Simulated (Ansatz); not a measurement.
## SrTiO3: the gap against volume

SrTiO3, Pm-3m, a = 3.947 Å. The structure is a COD entry; whether it is the stable form wasn't checked. Ansatz: PBE+U, PAW, 420 eV, Γ-centred 8×8×8 mesh on 5 atoms, Gaussian smearing 0.02 eV; U_eff Ti 4.00 eV; no spin polarisation. Symmetry fixes shape and atoms, so the cell is only scaled; x = ln(V/V0) with V0 = 12.299 Å³/atom. The gap is read at the mesh points alone.

```
      x gap y (eV)
-0.1278       2.590
-0.0943       2.518
-0.0619       2.444
-0.0305       2.370
 0.0000       2.298
 0.0296       2.225
 0.0583       2.155
 0.0953           ?
```

Task: Fit a straight line to the other rows, give the volume deformation potential of the gap and its pressure coefficient, and predict the missing gap. B0 = 168.1 GPa.

Result: Means x = -0.03237, y = 2.3714; Σ(Δx)² = 0.02693, ΣΔxΔy = -0.06316; the slope is their ratio. y = 2.2955 − 2.3455 x. The slope is the deformation potential a = dE_g/d ln V = -2.35 eV, and dE_g/dP = −a/B0 = 14.0 meV/GPa. At x = 0.0953 the fit asked for gives 2.072 eV. The run gave 2.061 eV, so the fit is 0.011 eV too high, 2.1 % of the span of the series, against an rms of 0.003 eV on the fitted rows. The row lies outside the fitted range. With a term in x² added, a fit to the same known rows predicts 2.060 eV, so most of the miss is curvature that the known rows already hold.

Semilocal functionals give gaps under the measured ones; changes of the gap mostly carry over better.

Symmetry holds off the tilts and polar distortions that many cubic perovskites undergo.

Cost: 8 runs of about 1.2 core-minutes in all, on Intel Xeon Platinum 8375C (Ice Lake) (shared hosts).